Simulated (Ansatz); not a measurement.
InIr$_{3}$N (anti-perovskite, Pm-3m) at seven volumes, DFT-r²SCAN in the program Ansatz with PAW potentials, scaled uniformly. One row is withheld.

```
V (Å³/atom)  P (GPa)
-----------  -------
12.837         30.70
13.260         18.61
13.683          8.48
14.106          0.00
14.529         -7.10
14.952        -13.02
15.376             ?
```

Problem. Fit the shown pressures and predict the withheld one.

Solution. Third-order Birch–Murnaghan: P = (3/2)B₀(x^(7/2) − x^(5/2))[1 + (3/4)(B′ − 4)(x − 1)] with x = (V₀/V)^(2/3). Least squares on the six rows gives V₀ = 14.106 Å³/atom, B₀ = 258.1 GPa, B′ = 4.92. At V = 15.376, x = 0.9441 and P = -18.01 GPa. The run itself gave -17.96 GPa.

The start of the workflow was typed in or built on a structure type; neither database checked (COD, Materials Project) lists it. Its standing as an ambient phase is unchecked. The r²SCAN relaxation kept the symmetry of its start; whether a distortion lowers the energy is not shown. The workflow began spin-polarised and lost its moments. Its formation energy is positive at this level, so the cell may be metastable or incomplete. Spin–orbit coupling is left out wherever it is not named.

Potentials: the later of the program's two PAW sets.
